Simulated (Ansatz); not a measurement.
This cell of Sn (beta-Sn type, space group I4_1/amd) is off equilibrium:

```xyz
2
Lattice="-2.9735 2.9735 1.6062 2.9735 -2.9735 1.6062 2.9735 2.9735 -1.6062" Properties=species:S:1:pos:R:3 pbc="T T T"
Sn     0.0000     2.9735     0.8931
Sn     0.0000     0.0000    -0.0900
```

Calculation: PBE (plane waves to 420 eV, PAW, scalar-relativistic; Ansatz, a quantum-chemistry and plane-wave program). k mesh 16×16×16 (Γ-centred), Fermi-Dirac smearing 0.05 eV. Compression counts positive. With partly filled bands, energies and forces of such displacements shift with the k mesh and the smearing. Sn was relaxed with its symmetry unable to fall.

Question: Predict the force on every atom, in eV/Å.

Answer: 
| atom | Fx | Fy | Fz |
|---|---|---|---|
| Sn1 | 0.000 | 0.000 | -0.064 |
| Sn2 | 0.000 | 0.000 | 0.064 |

Question: What is the stress tensor (GPa)?

Answer: 
```
    1.3      0.0      0.0
    0.0     -1.1      0.0
    0.0      0.0     -0.1
```
The pressure, a third of the trace, is 0.0 GPa.

(For displaced atoms, the force is minus the slope of the energy, and its curvature is a force constant, which sets phonon frequencies.)
